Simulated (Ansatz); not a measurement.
**Two states of CuSnF6**

```
CELL_PARAMETERS angstrom
5.47792 0.00000 0.00000
-2.25395 4.55453 0.00000
-0.23035 -3.05526 4.24967
ATOMIC_POSITIONS crystal
F 0.74800 0.11800 0.87100
F 0.25200 0.88200 0.12900
F 0.73700 0.87600 0.26600
F 0.26300 0.12400 0.73400
Sn 0.50000 0.00000 0.50000
Cu 0.00000 0.00000 0.00000
F 0.25000 0.49700 0.36400
F 0.75000 0.50300 0.63600
```

Method: r2SCAN; PAW, plane waves to 500 eV, 4×5×4 (shifted by 0.5, 0, 0.5 steps) mesh, fermi-dirac occupations (width 0.1 eV) (Ansatz 0.2.0), atoms fixed.

State A: Cu6 up (collinear spin). State B: no moments (collinear spin).

Problem. Compare the two self-consistent states.

Solution. State A is lower by 80.0 meV an atom at zero smearing; in free energy at this smearing B lies +69.8 meV an atom from A.

```json
{"state": "A", "free energy (meV/atom)": "0.0", "largest moment in a small sphere (μB)": "0.81", "net moment (μB/cell)": "1.00", "gap on mesh (eV)": "0.89", "pressure (GPa)": "3.1", "largest force (eV/Å)": "0.63"}
{"state": "B", "free energy (meV/atom)": "69.8", "largest moment in a small sphere (μB)": "0.00", "net moment (μB/cell)": "0.00", "gap on mesh (eV)": "metal", "pressure (GPa)": "3.4", "largest force (eV/Å)": "0.80"}
```

Origin: a database entry at a rescaled volume. Caveats: an odd or shifted mesh can miss the band edges, so this level's true gap may be smaller; no spin-orbit coupling, which can shift this gap by tenths of an eV; the input typed no starting moments; the Fermi level lies in a narrow band between gaps, which spin or distortion may split; an odd electron count with no moments left, so an order that this cell can't hold may lie lower; the k mesh is coarse if the cell is a metal.
